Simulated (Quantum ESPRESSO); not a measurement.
# Where does O sit best among S sites?

The results below are calculated, not measured. They come from pw.x of Quantum ESPRESSO 7.5, a plane-wave density functional program, with PseudoDojo standard norm-conserving files (v0.5 for PBE, v0.4.1 for LDA and PBEsol). The cells are made up: elements, strain and atom displacements were drawn at random, and nothing was relaxed. There is no spin polarisation, spin-orbit coupling or dispersion term.

The cell has 8 sites of a zincblende or diamond lattice. Sites 1 to 4 hold Zn Zn Zn Zn; sites 5 to 8 hold X X X X. Cell vectors in Å: (5.765, -0.011, 0.037); (-0.011, 5.680, 0.063); (0.037, 0.063, 5.767). Settings: PBE, cutoff 1143 eV, 4 x 4 x 4 k mesh shifted by half a step, Fermi-Dirac smearing of 0.025 eV.

In each run one of the sites marked X holds O and the others hold S; cell and positions stay the same. E is the free energy of the cell.

| site of the guest | first shell | mean distance (Å) | E above the lowest (eV) | P (GPa) | force on the guest (eV/Å) |
| --- | --- | --- | --- | --- | --- |
| 5 | Zn4 | 2.605 | 0.622 | -8.84 | 0.737 |
| 6 | Zn4 | 2.518 | 0.444 | -9.33 | 0.200 |
| 7 | Zn4 | 2.413 | 0.000 | -10.28 | 0.334 |
| 8 | Zn4 | 2.437 | 0.068 | -10.12 | 0.632 |

A rerun of one of these cells at 1437 eV and k mesh 6 x 6 x 6 moved values by no more than 0.002 eV in the cell's energy, 0.02 GPa in stress and 0.003 eV/Å in force.

## Reading the table

Site 7 is lowest, by 0.068 eV, over three times the rerun's bound. A straight line of energy against the mean distance has a slope of 3.4 ± 0.5 eV/Å, so the guest costs less on the tighter sites. The positions are random and not relaxed, so the differences hold for this frozen cell and are not site preferences of a real crystal.